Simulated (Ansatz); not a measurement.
# LaSc under compression: one row to predict

The cell was found from a structure generator's guess, not taken from experiment.

The calculation used DFT PBE, scalar-relativistic, plane waves, PAW (Ansatz 0.2.0). The final run on the 2-atom cell used 420 eV, a Γ-centred 14×14×14 mesh, 0.10 eV smearing and no spin polarisation.

```cif
data_structure
_symmetry_space_group_name_H-M 'Pm-3m'
_symmetry_Int_Tables_number 221
_cell_length_a 3.9480
_cell_length_b 3.9480
_cell_length_c 3.9480
_cell_angle_alpha 90.000
_cell_angle_beta 90.000
_cell_angle_gamma 90.000
_cell_volume 61.54
loop_
_atom_site_label
_atom_site_type_symbol
_atom_site_symmetry_multiplicity
_atom_site_Wyckoff_symbol
_atom_site_fract_x
_atom_site_fract_y
_atom_site_fract_z
_atom_site_occupancy
La1 La 1 a 0.00000 0.00000 0.00000 1
Sc1 Sc 1 b 0.50000 0.50000 0.50000 1
```

The cell was set to several volumes, with shape and atoms relaxed at each where symmetry leaves them free. Pressure is positive in compression, and energies count from the lowest row. No row has a gap on its mesh.

```csv
row,V (Å³/atom),P (GPa),ΔE (meV/atom)
1,27.077,5.63,58.9
2,28.000,?,?
3,28.923,2.46,13.3
4,29.846,1.15,3.1
5,30.769,0.00,0.0
6,31.692,-1.03,3.1
7,32.615,-1.95,11.8
8,33.846,-3.03,30.9
```

**Question.** Find B = −V·ΔP/ΔV from rows 4 and 6 and from rows 1 and 3, and from the two its slope B′ and its value B0 at zero pressure.

**Answer.** Rows 4 and 6 give −(29.846 + 31.692)/2 × (-1.03 − (1.15))/(31.692 − 29.846) = 36.3 GPa at a mean pressure of 0.06 GPa. Rows 1 and 3 give −(27.077 + 28.923)/2 × (2.46 − (5.63))/(28.923 − 27.077) = 48.1 GPa at a mean pressure of 4.04 GPa. So B′ = (48.1 − 36.3)/(4.04 − (0.06)) = 2.96 and B0 = 36.3 − 2.96 × (0.06) = 36.1 GPa. A third-order Birch–Murnaghan fit to all the energies gives B0 = 36.3 GPa and B′ = 3.1.

**Question.** Estimate the pressure and energy of row 2.

**Answer.** From row 5, V0 = 30.769 × (1 + (0.00)/36.1) = 30.769 Å³/atom. Murnaghan's form P = (B0/B′)·[(V0/V)^B′ − 1] gives (36.1/2.96) × [(30.769/28.000)^2.96 − 1] = 3.93 GPa; the computed pressure is 3.94 GPa, so the estimate is off by -0.01 GPa. The work of compression from row 3, with the mean of the two pressures, gives ΔE = 13.3 + (3.93 + 2.46)/2 × (28.923 − 28.000)/160.2 × 1000 = 31.7 meV/atom (1 eV/Å³ = 160.2 GPa); the computed value is 31.5 meV/atom.

The cell is a metal run without spin; a magnetic state may lie lower. All volumes keep the k mesh of the relaxed cell. A structure relaxed within its symmetry needn't be a true minimum.
